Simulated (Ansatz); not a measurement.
## Sc3Al under strain

Method: Ansatz 0.2.0, DFT PBEsol, scalar-relativistic, plane waves, PAW. (420 eV cutoff, 12×12×12 k-mesh, Gaussian smearing of 0.10 eV, no spin polarisation)

Starting point, cell and atoms relaxed:

```xyz
4
Lattice="4.3748 0.0000 0.0000 0.0000 4.3748 0.0000 0.0000 0.0000 4.3748" Properties=species:S:1:pos:R:3 pbc="T T T"
Sc    2.1874    0.0000    2.1874
Sc    0.0000    2.1874    2.1874
Sc    2.1874    2.1874    0.0000
Al    0.0000    0.0000    0.0000
```

Deformation: biaxial strain in the a-b plane, with the length and tilt of c and the atoms relaxed, all within the symmetry that the strain leaves. Energies are extrapolated to zero smearing. Stress is positive in compression, on the Cartesian axes of the cell above.

Strains computed: -6.0, -4.0, -2.0, +2.0, +4.0, +6.0 %.

Task: At which strain does the energy stand 48.4 meV/atom over the relaxed crystal with σxx = -5.44, σyy = -5.44, σzz = 0.00 GPa?

Result: +6.0 %.

Cost: 7 runs of about 9.3 core-minutes in all, on AMD EPYC 7R43 (Zen 3) (shared hosts).